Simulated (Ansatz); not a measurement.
An Ansatz (an electronic-structure program) run. Input:

Ansatz 0.2 input:
```yaml
crystal:
  lattice:
    - [2.497033023, 0.0, 0.0]
    - [-1.2485165115, 2.162494032, 0.0]
    - [0.0, 0.0, 6.6618020744]
  atoms:
    - { symbol: B, position: [0.0, 0.0, 0.75] }
    - { symbol: B, position: [0.0, 0.0, 0.25] }
    - { symbol: N, position: [0.6666666667, 0.3333333333, 0.25] }
    - { symbol: N, position: [0.3333333333, 0.6666666667, 0.75] }
kpoints:
  mp_grid: { grid: [12, 12, 4] }
hamiltonian:
  xc: r2scan
  dispersion: d4
  pseudopotentials: { azcp: { folder: ./paw }, kind: paw }
scf:
  occupations: { method: fixed }
phonons:
  method: dfpt
  response_accuracy: low
  qmesh: [4, 4, 2]
  interpolated_qmesh: [25, 25, 8]
  dielectric: true
  rigid_motions: translations
  temperatures: { t_max: 1000, t_step: 50 }
  qpath:
    path:
      - [[0.0, 0.0, 0.0], [0.5, 0.0, 0.0], [0.3333333333, 0.3333333333, 0.0], [0.0, 0.0, 0.0], [0.0, 0.0, 0.5], [0.5, 0.0, 0.5], [0.3333333333, 0.3333333333, 0.5], [0.0, 0.0, 0.5]]  # Γ-M-K-Γ-A-L-H-A
      - [[0.5, 0.0, 0.5], [0.5, 0.0, 0.0]]  # L-M
      - [[0.3333333333, 0.3333333333, 0.5], [0.3333333333, 0.3333333333, 0.0]]  # H-K
    npoints: 9
```

Output (shortened):

```
WARN phonons: the dynamical matrix that this run interpolates holds no multipole term above the dipole-dipole one, and a site of this crystal is no centre of …
Pseudopotential: B, paw, valence charge 3
Pseudopotential: N, paw, valence charge 5
Functional definition: r2SCAN
Crystal: 4 atoms, lattice volume = 35.973 Å³
Basis set: ecut = 500 eV, 907 PW (Γ), exchange–correlation on 100×100×250 points (125 copies of the dense FFT grid, shifted against one another)
Bands: 12, of which v1, the nominal top of the filled ones, is band 8 counted from 1 (7 counted from 0)
Symmetry: 24 space group operations
k-points: 164 of 576 (irreducible under 2 space group operations, time reversal used)
SCF iter   1: F=—  HF=-1090.507691 eV  |F-HF|=—  |Δ(HF+E_count)|=         —  Δρ=1.44e-1  dr2=7.30e0  dr2_τ=1.31e0  ethr=3.10e-3  ⟨swp⟩=5.0  Hψ=10835  notcnv=0  defer=310
preconditioner: auto → none
SCF iter   2: F=—  HF=-1088.569266 eV  |F-HF|=—  |Δ(HF+E_count)|=    1.94e0  Δρ=6.32e-2  dr2=6.85e-1  dr2_τ=2.44e-1  ethr=3.10e-3  ⟨swp⟩=3.5  Hψ=5857  notcnv=0  defer=310
SCF iter   3: F=—  HF=-1088.512206 eV  |F-HF|=—  |Δ(HF+E_count)|=   5.71e-2  Δρ=2.39e-2  dr2=1.04e-1  dr2_τ=9.65e-3  ethr=3.10e-3  ⟨swp⟩=2.4  Hψ=3851  notcnv=0  defer=326
SCF iter   4: F=—  HF=-1088.522984 eV  |F-HF|=—  |Δ(HF+E_count)|=   1.08e-2  Δρ=8.56e-3  dr2=1.32e-2  dr2_τ=8.31e-4  ethr=6.48e-4  ⟨swp⟩=2.4  Hψ=3222  notcnv=0  defer=328
SCF iter   5: F=—  HF=-1088.525429 eV  |F-HF|=—  |Δ(HF+E_count)|=   2.45e-3  Δρ=1.43e-3  dr2=3.41e-4  dr2_τ=1.54e-5  ethr=8.25e-5  ⟨swp⟩=2.7  Hψ=3451  notcnv=0  defer=328
SCF iter   6: F=—  HF=-1088.525586 eV  |F-HF|=—  |Δ(HF+E_count)|=   1.57e-4  Δρ=1.51e-4  dr2=5.07e-6  dr2_τ=2.09e-7  ethr=2.13e-6  ⟨swp⟩=2.7  Hψ=3573  notcnv=0  defer=328
SCF iter   7: F=—  HF=-1088.525586 eV  |F-HF|=—  |Δ(HF+E_count)|=   5.35e-8  Δρ=6.52e-6  dr2=7.58e-9  dr2_τ=5.78e-10  ethr=3.17e-8  ⟨swp⟩=2.7  Hψ=3262  notcnv=0  defer=92
SCF iter   8: F=—  HF=-1088.525587 eV  |F-HF|=—  |Δ(HF+E_count)|=   1.17e-6  Δρ=5.66e-7  dr2=8.55e-11  dr2_τ=2.84e-12  ethr=1.00e-12  ⟨swp⟩=7.7  Hψ=15326  notcnv=0
SCF iter   9: F=-1088.525587 eV  HF=-1088.525587 eV  |F-HF|=0.00e0  |Δ(HF+E_count)|=  4.77e-12  Δρ=4.39e-8  dr2=5.09e-13  dr2_τ=6.67e-14  ethr=1.00e-12  ⟨swp⟩=4.1  Hψ=9658  notcnv=0
SCF 1 converged in 9 iterations: F = -1088.525587 eV  dr2 = 5.09e-13
DFPT response loops at Γ: preconditioner auto → Resta (q_TF=auto, 2.384 Å⁻¹)  ε∞=3.8 (no band partly filled) …
NSCF: frozen V_eff on 57 k-points
NSCF: frozen V_eff on 258 k-points
DFPT response loops at q = (0, 0, -0.5) (fractional): mixed as the last ones told, above
NSCF: frozen V_eff on 468 k-points
DFPT response loops at q = (0, 0.25, 0) (fractional) …
NSCF: frozen V_eff on 468 k-points
DFPT response loops at q = (0, 0.25, -0.5) (fractional): preconditioner auto → Resta (q_TF=auto, 2.384 Å⁻¹)  ε∞=3.8 (no band partly filled) …
NSCF: frozen V_eff on 258 k-points
DFPT response loops at q = (0, -0.5, 0) (fractional) …
NSCF: frozen V_eff on 258 k-points
DFPT response loops at q = (0, -0.5, -0.5) (fractional): mixed as the last ones told, above
NSCF: frozen V_eff on 864 k-points
DFPT response loops at q = (0.25, 0.25, 0) (fractional): mixed as the last ones told, above
NSCF: frozen V_eff on 864 k-points
DFPT response loops at q = (0.25, 0.25, -0.5) (fractional): mixed as the last ones told, above
WARN: on the 25×25×8 q-mesh 2 entries of the irreducible table, 2.400e-3 modes per cell, the lowest at -6.04 cm⁻¹, stand at or below zero and are read as no …
SCF converged after 9 iterations
Free energy (F): -1088.525587 eV
Harris-Foulkes:  -1088.525587 eV  (|F-HF|=0.00e0)
Internal energy: -1088.525587 eV  (E = F + TS)
E sigma→0 (E₀):  -1088.525587 eV
Fermi energy:    4.479229 eV
--- Per-component energies (eV) ---
  E_band       = -48.176491
  E_kinetic    = 363.837912
  E_local      = -663.202223  (includes V_loc(G=0)·N_el)
  E_nonlocal   = 85.100694
  E_hartree    = 225.694164
  E_xc         = -181.432620
  E_vxc        = -250.262539  (∫ρ·V_xc dr)
  E_paw        = -420.458868  (= ΣΔE_a)
  E_vpaw       = -49.308918  (= ΣTr[D̂ρ^β])
  E_aug_tail   = 0.000027  (compensation charges beyond the density's cutoff)
  E_vtau       = 14.270232  (kinetic-family band-sum trace: ∫τ·v_τ [+ j·A + Jᵃ·Aᵃ] dr)
  E_ewald      = -497.692869
  E_disp       = -0.275789  (pairwise vdW)
  E_core_change = -0.096014  (= ΣΔE_core)
  E_smearing   =  0.000000  (= −TS)
  E_closure    =  0.000000  (closes the sum)
  Σ components = -1088.525587   (vs F -1088.525587, Δ=0.00e0)
  [band-id]    e_kinetic+e_local+e_nonlocal+2·e_hartree+e_vxc+e_vpaw+e_augmentation_tail+e_vtau = -48.176487   (vs E_band -48.176491, Δ=3.57e-6)
--- Band table (eV; the first three rows and the last of 164) ---
  k-point 0: bands = ["-14.3668", "-14.0878", "-1.9305", "0.1866", "3.1462", "3.1462", "3.1500", "3.1500", "10.0591", "15.4486", "16.9633", "16.9633"]
  k-point 1: bands = ["-14.3279", "-14.1308", "-1.6719", "-0.1948", "3.1467", "3.1467", "3.1494", "3.1494", "10.7815", "14.4549", "16.9673", "16.9673"]
  k-point 2: bands = ["-14.2314", "-14.2314", "-0.9910", "-0.9910", "3.1481", "3.1481", "3.1481", "3.1481", "12.5253", "12.5253", "16.9778", "16.9778"]
  k-point 163: bands = ["-11.1481", "-11.1481", "-3.4447", "-3.4447", "-1.6216", "-1.6216", "3.3321", "3.3321", "10.7829", "10.7829", "17.5457", "17.5457"]
--- Phonons (Γ-DFPT): 4 representative perturbations + reference, on 164 of 576 k-points (Σ response iterations 21) ---
  ASR residual: 1.414e-3 → 0.000e0 eV/Å²; symmetrization residual: 2.257e-5 eV/Å²
  pairwise dispersion correction: d4 (s6 = 1.0, s8 = 0.6018749, s9 = 1.0, a1 = 0.51559235, a2_bohr = 5.77342911), with the weights of each atom's references …
  ASR residual per site (eV/Å²): 3.47e-4 3.47e-4 1.41e-3 1.41e-3
  Γ frequencies (cm⁻¹): 0.00 0.00 0.00 38.41 38.41 121.83 777.26 824.52 1377.52 1377.52 1379.94 1379.94
  ε∞ (high-frequency dielectric tensor):
        4.505340     0.000000     0.000000
        0.000000     4.505340     0.000000
        0.000000     0.000000     2.582397
  ε⁰ (static dielectric tensor: ions relaxed, cell fixed):
        6.255982     0.000000     0.000000
        0.000000     6.255982     0.000000
        0.000000     0.000000     2.950949
  ε⁰ − ε∞ (ionic part):
        1.750642     0.000000     0.000000
        0.000000     1.750642     0.000000
        0.000000     0.000000     0.368552
  softest optical mode at Γ: 38.41 cm⁻¹; the repairs (sum rule, projections) moved no ω² at Γ by more than (5.85 cm⁻¹)²
  Born effective charges Z* (e; rows j = field, columns β = displacement):
    site 0:
         2.72187    0.00000    0.00000
         0.00000    2.72187    0.00000
         0.00000    0.00000    0.70467
    site 1:
         2.72187    0.00000    0.00000
         0.00000    2.72187    0.00000
         0.00000    0.00000    0.70467
    site 2:
        -2.72187    0.00000    0.00000
         0.00000   -2.72187    0.00000
         0.00000    0.00000   -0.70467
    site 3:
        -2.72187    0.00000    0.00000
         0.00000   -2.72187    0.00000
         0.00000    0.00000   -0.70467
  Z* charge neutrality: 5.687e-5 e pre-enforcement
  k-mesh period / interband length: 30.0 Å / 1.46 Å = 20.46 at k = (0.3333, 0.3333, 0.0000), direct gap 4.249 eV — 14 or more, which is no proof of convergence
  optical modes at Γ without the LO–TO term, one row a degenerate level:
      ω (cm⁻¹)  modes    IR ((D/Å)²/amu)
         38.41      2             0.0000
        121.83      1             0.0000
        777.26      1             3.7553
        824.52      1             0.0000
       1377.52      2           112.0557
       1379.94      2             0.0000
  optical modes at Γ + LO–TO along q̂ = [1.0000, 0.0000, 0.0000]:
      ω (cm⁻¹)  modes    IR ((D/Å)²/amu)
         38.41      2             0.0000
        121.83      1             0.0000
        777.26      1             3.7553
        824.52      1             0.0000
       1377.52      1            56.0279
       1379.94      2             0.0000
       1623.24      1            56.0279
  optical modes at Γ + LO–TO along q̂ = [0.0000, 1.0000, 0.0000]:
      ω (cm⁻¹)  modes    IR ((D/Å)²/amu)
         38.41      2             0.0000
        121.83      1             0.0000
        777.26      1             3.7553
        824.52      1             0.0000
       1377.52      1            56.0279
       1379.94      2             0.0000
       1623.24      1            56.0279
  optical modes at Γ + LO–TO along q̂ = [0.0000, 0.0000, 1.0000]:
      ω (cm⁻¹)  modes    IR ((D/Å)²/amu)
         38.41      2             0.0000
        121.83      1             0.0000
        824.52      1             0.0000
        830.88      1             3.7553
       1377.52      2           112.0557
       1379.94      2             0.0000
  non-analytic LO–TO correction: the dipole-dipole term of the run's Born effective charges and high-frequency dielectric tensor (where they are solved with …
--- Phonons (arbitrary-q DFPT): 8 irreducible q on the 4×4×2 mesh ---
  q = [0.0000, 0.0000, 0.0000] (star 1, of the zone-centre solve; hermiticity 1.06e-6, symmetrization 3.25e-11):  0.00  0.00 0.00 38.41 38.41 121.83 777.26 824.52 1377.52 1377.52 1379.94 1379.94
  q = [0.0000, 0.0000, -0.5000] (star 1, 4 solved perturbations in 372 linear systems a pass and spin channel, the states on 129 of 576 k-point pairs; hermiticity 1.09e-6, symmetrization 5.31e-10): 27.37 27.37 27.37 27.37 86.07 86.07 827.65 827.65 1378.75 1378.75 1378.75 1378.75
  q = [0.0000, 0.2500, 0.0000] (star 6, 6 solved perturbations on 234 of 576 k-point pairs; hermiticity 2.66e-7, symmetrization 8.24e-15): 124.08 169.26 415.07 417.90 721.18 725.75 728.59 770.24 1320.08 1322.09 1483.64 1544.68
  q = [0.0000, 0.2500, -0.5000] (star 6, 6 solved perturbations on 234 of 576 k-point pairs; hermiticity 6.89e-7, symmetrization 5.53e-14): 148.81 148.81 416.49 416.49 721.94 721.94 753.07 753.07 1321.09 1321.09 1510.48 1510.48
  q = [0.0000, -0.5000, 0.0000] (star 3, 6 solved perturbations on 129 of 576 k-point pairs; hermiticity 4.74e-7, symmetrization 6.57e-15): 306.54 331.45 561.97 564.64 625.11 657.65 1180.51 1181.14 1271.85 1274.02 1306.64 1328.51
  q = [0.0000, -0.5000, -0.5000] (star 3, 6 solved perturbations on 129 of 576 k-point pairs; hermiticity 6.90e-7, symmetrization 3.38e-15): 319.84 319.84 563.32 563.32 641.51 641.51 1180.89 1180.89 1272.94 1272.94 1317.28 1317.28
  q = [0.2500, 0.2500, 0.0000] (star 6, 4 solved perturbations in 1332 linear systems a pass and spin channel, the states on 432 of 576 k-point pairs; hermiticity 4.07e-7, symmetrization 2.17e-10): 273.69 290.75 633.88 666.69 759.32 761.39 995.69 997.06 …
  q = [0.2500, 0.2500, -0.5000] (star 6, 4 solved perturbations in 1332 linear systems a pass and spin channel, the states on 432 of 576 k-point pairs; hermiticity 7.23e-7, symmetrization 1.21e-9): 282.50 282.50 650.61 650.61 760.35 760.35 996.40 996.40 …
  sum rule: each row above includes the acoustic sum rule's correction from the zone centre's row sums; it moved no ω² by more than (5.24 cm⁻¹)²
  mesh force constants: q→R imaginary residual 5.79e-18; ASR residual 1.414e-3 → 0.000e0 eV/Å²; symmetrization residual 7.816e-14 eV/Å²
  interpolated dispersion: 85 rows × 12 modes
  density of states and harmonic sums: on the 25×25×8 q-mesh, interpolated from the force constants of a 4×4×2 supercell (with the dipole–dipole term)
  largest difference from the sums on the solved wave vectors: F 9.43e-3 eV, S 1.46e-5 and C_V 7.53e-6 eV/K
  zero-point energy: 0.627849 eV/cell   skipped modes (ω ≤ 0): 5, of them read as no rigid motion or as one in doubt …
```

Cost: very roughly 24 core-minutes on shared cores.

Space group P6_3/mmc. The workflow started from a Materials Project entry (that database holds measured and hypothetical structures alike). Its sites differ from those of the usual phase in this space group: another stacking or structure type. Symmetry was held in the r²SCAN+D4 relaxation.

Potentials: the earlier of the program's two PAW sets.

Ansatz is a plane-wave DFT program.
